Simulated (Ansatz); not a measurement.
KIO₃: computed property card

KIO3:
```xyz
5
Lattice="3.0843 1.7807 2.6094 -3.0843 1.7807 2.6094 0.0000 -3.5614 2.6094" Properties=species:S:1:pos:R:3 pbc="T T T"
K      0.0000     0.0000     0.0446
I      0.0000     0.0000     3.9829
O      0.0000     1.6148     3.1068
O     -1.3985    -0.8074     3.1068
O      1.3985    -0.8074     3.1068
```

Space group R3m (No. 160); conventional cell a = 6.1686 Å, b = 6.1686 Å, c = 7.8282 Å, α = 90.00°, β = 90.00°, γ = 120.00°.

Method: PBEsol in the plane-wave PAW code Ansatz. Geometry: relaxed at this level of theory. Other levels are named where they apply.

**Cell and energy**

- Volume per atom = 17.20 Å³
- Density = 4.13 g/cm³
- Formation energy from the elements (no fitted shifts) = -0.95 eV/atom

**Electronic structure**

- Band gap = 2.16 eV (direct)
- Valence-band maximum = at T
- Conduction-band minimum = at T
- Hole effective mass = 0.49, 0.69, 0.69 mₑ (principal values)
- HSE06 gap on the PBEsol cell = 3.20 eV
- Gap with spin–orbit coupling = 1.92 eV

**Mechanics**

- Bulk modulus (Birch–Murnaghan fit) = 26.3 GPa
- Pressure derivative B′ = 8.2
- Elastic constants (relaxed ions, GPa) = C11 = 57.1, C12 = 20.4, C13 = 17.6, C14 = 3.0, C33 = 32.0, C44 = 19.1
- Mechanical stability = stable (all eigenvalues of C positive)
- Hill bulk and shear moduli = 27.4 and 16.7 GPa
- Young's modulus = 41.6 GPa
- Poisson's ratio = 0.25
- Debye temperature from the elastic constants = 257 K
- Piezoelectric stress constants (proper, relaxed ions, C/m²) = e15 = e24 = -1.15, e16 = e21 = -0.18, e22 = 0.18, e31 = e32 = -0.77, e33 = -1.68

**Dielectric response**

Electronic dielectric constant ε∞ (DFPT): 4.31 (xx = yy), 3.66 (zz)
Born charges (a third of the trace): K +1.24, I +4.17, O -1.80 e

**Charges**

- Bader charges: K +0.87, I +2.54, O -1.14 e

The first step of the workflow began from a Materials Project structure, measured or hypothetical; the Crystallography Open Database files this formula in space group No. 160, but the cells were not matched. Whether it is the stable phase at ambient conditions was not checked. The cell was relaxed with PBEsol under the symmetry of its start; whether a distortion lowers the energy is not shown. Signs of piezoelectric constants follow the polarity of the cell as given. The references are the lowest solids computed at this level, not always the standard phases (solids in place of the gases). Spin–orbit coupling is left out wherever it is not named.

Potentials: the later of the program's two PAW sets.
